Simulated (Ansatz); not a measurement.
Here is the system:

Starting cell, C (graphite type, space group P6_3/mmc):

```yaml
crystal:
  lattice:
    - [2.46498, 0.00000, 0.00000]
    - [-1.23249, 2.13473, 0.00000]
    - [0.00000, 0.00000, 6.72886]
  atoms:
    - { symbol: C, position: [0.00000, 0.00000, 0.25000] }
    - { symbol: C, position: [0.00000, 0.00000, 0.75000] }
    - { symbol: C, position: [0.33333, 0.66667, 0.25000] }
    - { symbol: C, position: [0.66667, 0.33333, 0.75000] }
```

In each cell atom 2 (C, nearest neighbour C at 1.423 Å; its periodic images, 2.5 Å or more away, move with it) moves by s·(-0.866, 0.500, 0.000) (towards the nearest neighbour), the rest being held.

Level of theory: PBE-D3(BJ) (plane waves to 420 eV, PAW, scalar-relativistic; Ansatz, an electronic-structure program). k mesh 12×12×4 (Γ-centred), Fermi-Dirac smearing 0.05 eV. The energy includes the smearing's −TS. With partly filled bands, energies and forces of such displacements shift with the k mesh and the smearing. C was relaxed with its symmetry unable to fall. The PAW data are Ansatz's earlier set. The zero of ΔE is the undisplaced structure.

The scan covers s from -0.280 to 0.280 Å in 11 points.

Is this a single well or a double well?

A single well with its minimum at or next to zero displacement.

Is the energy the same for displacements of ±0.280 Å, and if not, which side lies higher?

Not even: the positive side lies higher at ±0.280 Å. With its periodic images moving along, the atom's site symmetry in this cell is -6m2.

What force acts on the atom along the line at s = -0.280 Å?

8.03 eV/Å.

What is the energy change at s = 0.280 Å?

2658 meV/cell.

What is the force constant k = d²E/ds² of this move at s = 0?

53.1 eV/Å².

(For displaced atoms, the force is minus the slope of the energy, and its curvature is a force constant, which sets phonon frequencies.)
